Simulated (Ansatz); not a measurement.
Relaxed candidate structures of Ir:

**A**
```xyz
3
Lattice="2.5897 1.4952 2.2061 -2.5897 1.4952 2.2061 0.0000 -2.9904 2.2061" Properties=species:S:1:pos:R:3 pbc="T T T"
Ir    -1.4026    -0.5610     2.2061
Ir     1.1872    -0.9342     2.2061
Ir     0.2154     1.4952     2.2061
```

**B**
```
Ir
1.0
   -3.31152     3.31152     3.31152
    3.31152    -3.31152     3.31152
    3.31152     3.31152    -3.31152
Ir
8
Direct
  0.25535   0.25535   0.25535
  0.50000   0.00000   0.24465
  0.00000   0.24465   0.50000
  0.24465   0.50000   0.00000
  0.74465   0.74465   0.74465
  0.50000   0.00000   0.75535
  0.00000   0.75535   0.50000
  0.75535   0.50000   0.00000
```

**C**
```xyz
2
Lattice="-2.4094 2.4094 1.3698 2.4094 -2.4094 1.3698 2.4094 2.4094 -1.3698" Properties=species:S:1:pos:R:3 pbc="T T T"
Ir     0.0000     2.4094     0.6849
Ir     0.0000     0.0000     0.0000
```

**D**
```
CELL_PARAMETERS angstrom
      2.63933     0.00000     0.00000
     -1.31966     2.28572     0.00000
      0.00000     0.00000     2.58056
ATOMIC_POSITIONS crystal
  Ir 0.00000 0.00000 0.50000
```

**Question.** Rank these by energy per atom (lowest first), as r2SCAN (plane waves to 500 eV, PAW, scalar-relativistic; Ansatz, a first-principles code) gives it.

**Answer.** D (reference), C (+0.09 eV/atom), A (+0.13 eV/atom), B (+0.17 eV/atom)

The lowest structure calculated, Fm-3m, cF4, fcc (Cu type), is not among these; it lies 0.60 eV/atom below the lowest of them. Each run could gain symmetry but not lose that of its start, so entries can be saddle points. All of these are generated cells (placed on structure types, drawn at random, substituted or restacked) that were not matched to a known phase here. Static energies at zero pressure. Each cell has its own k-point mesh; energy differences are given only to the digits this allows. No spin polarisation in the result.
